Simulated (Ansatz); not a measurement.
YGe2:
```yaml
crystal:
  lattice:
    - [0.00000, 4.66900, 4.93792]
    - [2.80493, 0.00000, 4.93792]
    - [2.80493, 4.66900, 0.00000]
  atoms:
    - { symbol: Ge, position: [0.64270, 0.35730, 0.64270] }
    - { symbol: Ge, position: [0.35730, 0.64270, 0.35730] }
    - { symbol: Ge, position: [0.60730, 0.89270, 0.60730] }
    - { symbol: Ge, position: [0.89270, 0.60730, 0.89270] }
    - { symbol: Y, position: [0.00000, 0.00000, 0.00000] }
    - { symbol: Y, position: [0.25000, 0.25000, 0.25000] }
```

Relaxed with PBE. Special points in fractions of this cell's reciprocal vectors: Γ (0.000, 0.000, 0.000); Y (0.500, 0.000, 0.500); T (1.000, 0.500, 0.500); Z (0.500, 0.500, 0.000); Σ0 (0.000, 0.421, 0.421); U0 (1.000, 0.579, 0.579); C0 (0.500, 0.240, 0.740); A0 (0.500, 0.760, 0.260); L (0.500, 0.500, 0.500).

Question: List the band energies nearest the Fermi level at these points for plane-wave PAW PBE (Ansatz code).

Answer: In eV from the Fermi level; about four levels below and three above (degenerate sets whole), none deeper than 8.9 eV; points with the same levels are listed once.

```json
[
 {"k": "Γ", "below": "-1.60 -1.15 -1.14 -0.33", "above": "0.40 2.77 3.47"},
 {"k": "Y", "below": "-1.24 -1.24 -0.35 -0.35", "above": "2.03 2.03 3.32 3.32"},
 {"k": "T", "below": "-0.71 -0.71 -0.69 -0.69", "above": "0.16 0.16 1.12 1.12"},
 {"k": "Z", "below": "-1.97 -1.97 -0.60 -0.60", "above": "0.17 0.17 0.63 0.63"},
 {"k": "Σ0", "below": "-2.19 -1.82 -1.30 -0.53", "above": "0.37 0.47 0.65"},
 {"k": "C0", "below": "-1.17 -1.17 -0.77 -0.77", "above": "1.82 1.82 2.91 2.91"},
 {"k": "L", "below": "-2.19 -1.66 -1.25 -0.02", "above": "0.58 0.67 1.10"}
]
```

Space group Fddd. A made-up cell: these elements were put on the sites of a structure type; neither database checked (COD, Materials Project) lists it. Whether it is the stable phase at ambient conditions was not checked. The PBE relaxation kept the symmetry of its start; whether a distortion lowers the energy is not shown. No spin polarisation was allowed. Spin–orbit coupling is left out wherever it is not named.

Potentials: the later of the program's two PAW sets.
